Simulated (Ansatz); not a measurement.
CuPd in space group R-3m (No. 166; Cu on 3a, Pd on 3b) under volume change, DFT-r²SCAN in the program Ansatz with PAW potentials, shape and atoms relaxed at each volume.

| V (Å³/atom) | E − E(relaxed) (meV/atom) | P (GPa) |
|---|---|---|
| 12.167 | 70.9 | 20.85 |
| 12.568 | 29.4 | 12.55 |
| 12.969 | 6.9 | 5.68 |
| 13.370 | 0.0 | 0.00 |
| 13.771 | (withheld) | (withheld) |
| 14.172 | (withheld) | (withheld) |
| 14.573 | 48.5 | -11.78 |

### Question
Complete the blanks.

### Answer

- 13.771, E − E(relaxed) (meV/atom): 6.1
- 13.771, P (GPa): -4.70
- 14.172, E − E(relaxed) (meV/atom): 22.9
- 14.172, P (GPa): -8.59

### Question
What does a third-order Birch–Murnaghan fit give for V₀, B₀ and B′?

### Answer
V₀ = 13.37 Å³/atom, B₀ = 172 GPa, B′ = 5.3.

The first step of the workflow began from a Materials Project structure, measured or hypothetical; the Crystallography Open Database copy checked does not list it. COD files the formula under space group No. 221. With Cu and Pd taken as one species the cell has the higher symmetry Fm-3m, so it may be an ordered model of a mixed-site phase. Whether it is the stable phase at ambient conditions was not checked. The cell was relaxed with r²SCAN under the symmetry of its start; its stability against distortions is not shown here. No spin polarisation was allowed.

Potentials: the later of the program's two PAW sets.
